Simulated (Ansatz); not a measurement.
Single point in Ansatz 0.2.0 with HSE06, no spin polarisation. Cutoff 420 eV, PAW datasets, 2×2×2 Γ-centred k mesh, fermi-dirac filling (width 0.1 eV).

Computed maps in the lattice plane spanned by a (left to right, 6.34 Å, 19 points from zero) and b (bottom to top, 6.34 Å, 19 points from zero), 90° apart, at height 0.000 along c. The fields are smooth PAW ones with compensation charges, not the true ones near nuclei.

Valence density. Digits on a logarithmic scale: 0 up to 0.03 e/Å³, each further digit a factor of 1.6, 9 from 1.3 e/Å³ up:
```
9997431000000134799
9986432100001234689
7764332211112233467
4443333222223333344
2333333334443333333
1122334455554433221
0012334678876432210
0001245799997532100
0001245899998542100
0001245899998542100
0001235799997542100
0012234678876433210
1122334455554433221
2333333344433333333
4443333322222333344
7764332211112233467
9986432100001234689
9997431000000134799
9997421000000124799
```

ELF. Ten even steps from '0' (0.00) to '9' (0.79):
```
8764211000000112467
6643221100001222346
4432332100012332234
2222443211123444322
1123443333333444321
1123444555555433211
0012335544445532110
0001235430034531000
0000135400004531000
0000135400004531000
0000135430034532100
0011235544445533210
1112334555555444321
1123444333333344321
2223444321112344222
4432233210001233234
6643222100001122346
8764211000000112467
9864211000000112468
```

Question: The cell is Sb2Te4Au. Which atoms lie within 0.2 Å of this plane, and where (fractions of a and b)?

Answer: Au at (0.00, 0.00), Sb at (0.50, 0.50). The whole cell:
```
CELL_PARAMETERS angstrom
0.00000 6.34099 0.00000
6.34099 0.00000 0.00000
3.17050 3.17050 -6.14534
ATOMIC_POSITIONS crystal
Au 0.00000 0.00000 0.00000
Sb 0.75000 0.25000 0.50000
Sb 0.50000 0.50000 0.00000
Te 0.39500 0.40500 0.73000
Te 0.59500 0.12500 0.27000
Te 0.87500 0.86500 0.73000
Te 0.13500 0.60500 0.27000
```

Origin: a known structure type with other elements, at an estimated volume, so it need not be a known compound. Caveats: odd electron count without spin polarisation, so a magnetic state may lie lower; hybrid functional on a coarse k mesh; atoms or cell far from equilibrium.
